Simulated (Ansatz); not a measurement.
Bi$_{2}$Mo:
```yaml
crystal:
  lattice:
    - [5.31237, 1.83827, 0.00000]
    - [-5.31237, 1.83827, 0.00000]
    - [-4.14275, 0.00000, 7.22951]
  atoms:
    - { symbol: Mo, position: [0.13904, 0.86096, 0.18429] }
    - { symbol: Mo, position: [0.86096, 0.13904, 0.81571] }
    - { symbol: Bi, position: [0.84186, 0.15814, 0.44807] }
    - { symbol: Bi, position: [0.15814, 0.84186, 0.55193] }
    - { symbol: Bi, position: [0.59507, 0.40493, 0.88534] }
    - { symbol: Bi, position: [0.40493, 0.59507, 0.11466] }
```

Relaxed with PBEsol. Special points in fractions of this cell's reciprocal vectors: Γ (0.000, 0.000, 0.000); C (0.290, 0.290, 0.000); C2 (-0.290, 0.710, 0.000); Y2 (-0.500, 0.500, 0.000); M2 (-0.500, 0.500, 0.500); D (-0.265, 0.735, 0.500); D2 (0.265, 0.265, 0.500); A (0.000, 0.000, 0.500); L2 (0.000, 0.500, 0.500); V2 (0.000, 0.500, 0.000).

### Question
List the band energies nearest the Fermi level at these points for the program Ansatz at the PBEsol level (PAW).

### Answer
In eV from the Fermi level; about four levels below and three above (degenerate sets whole), none deeper than 8.9 eV; points with the same levels are listed once.

```
k                     below           above
--  -----------------------  --------------
Γ   -1.25 -1.15 -0.67 -0.29  0.24 1.09 1.34
C   -1.35 -1.28 -0.22 -0.14  0.40 0.45 1.21
Y2  -0.63 -0.49 -0.32 -0.24  0.87 1.80 1.83
M2  -0.87 -0.79 -0.38 -0.04  0.93 1.32 2.17
D   -2.16 -1.65 -0.55 -0.29  0.36 0.69 0.73
A   -1.57 -1.17 -0.46 -0.37  0.30 0.63 1.24
L2  -1.84 -1.24 -0.65 -0.63  0.31 0.67 0.74
V2  -2.02 -1.99 -1.56 -1.17  0.26 0.37 0.73
```

Space group C2/m. The start of the workflow was typed in or built on a structure type; neither database checked (COD, Materials Project) lists it. Whether it is the stable phase at ambient conditions was not checked. The PBEsol relaxation kept the symmetry of its start; whether a distortion lowers the energy is not shown. No spin polarisation was allowed. The volume moved by -18 % from the start of the relaxation. Its formation energy is positive at this level, so the cell may be metastable or incomplete. Scalar-relativistic: spin–orbit coupling is off unless named, which matters more the heavier the elements.

Potentials: the earlier of the program's two PAW sets. The files were generated under PBE; for other functionals the program regenerates the frozen cores, and for LDA and PBEsol the local potential too.
